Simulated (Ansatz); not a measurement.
What moves the field gradients of SiO₂?

Cell of run 1: a COD entry.

Space group P4_12_12 (No. 92); a = 4.6820, c = 6.3110 Å.

```
site  Wyckoff  site symmetry       x       y       z
  Si       4a            ..2  0.3316  0.3316  0.0000
   O       8b              1  0.2297  0.1648  0.2119
```

One atom of each set is listed.

Relaxed positions (PBE, cell held):

Si (0.3336, 0.3336, 0.0000)
O (0.2241, 0.1711, 0.2124)

All runs are DFT with Ansatz 0.2.0 (plane waves and PAW, scalar-relativistic unless spin–orbit coupling is named, Γ-centred meshes, Fermi–Dirac smearing where given) in this cell.

Run 1: PBE, gradients read without the response of the cores, atoms as given; 420 eV, 5×5×4 k-points, smearing 0.02 eV.
Run 2: PBE, gradients read without the response of the cores, atoms relaxed; 420 eV, 5×5×4 k-points, smearing 0.02 eV.
Run 3: r2SCAN, gradients read without the response of the cores, at the relaxed atoms; 500 eV, 5×5×4 k-points, smearing 0.02 eV.

| run | Si V_zz (η) | O V_zz (η) |
| --- | --- | --- |
| 1 | -1.03 (0.23) | 8.34 (0.41) |
| 2 | -0.70 (0.53) | 8.55 (0.40) |
| 3 | ? | ? |

V_zz in 10²¹ V/m².

Problem. Estimate the row of run 3.

Solution. Si: -0.70 (0.51); O: 8.50 (0.40). It lies nearest to run 2, from whose tensors on these sites it differs by 0.07 at most (largest principal value of the difference, on O). Taken one at a time, the positions of the atoms (as given or relaxed) move the tensors on these sites by up to 0.49 (largest principal value of the change, on Si), the functional (r2SCAN with its higher cutoff) by 0.07 (O).

The cell is 19 % smaller than that of α-cristobalite at ambient conditions, so the entry probably stands for a crystal under pressure. In runs 1, 3 the atoms aren't at the calculated equilibrium (largest force 0.45, 0.41 eV/Å). The cell isn't the equilibrium one in runs 1, 2 (calculated pressure 12, 8 GPa), and the entry's cell may itself be off.
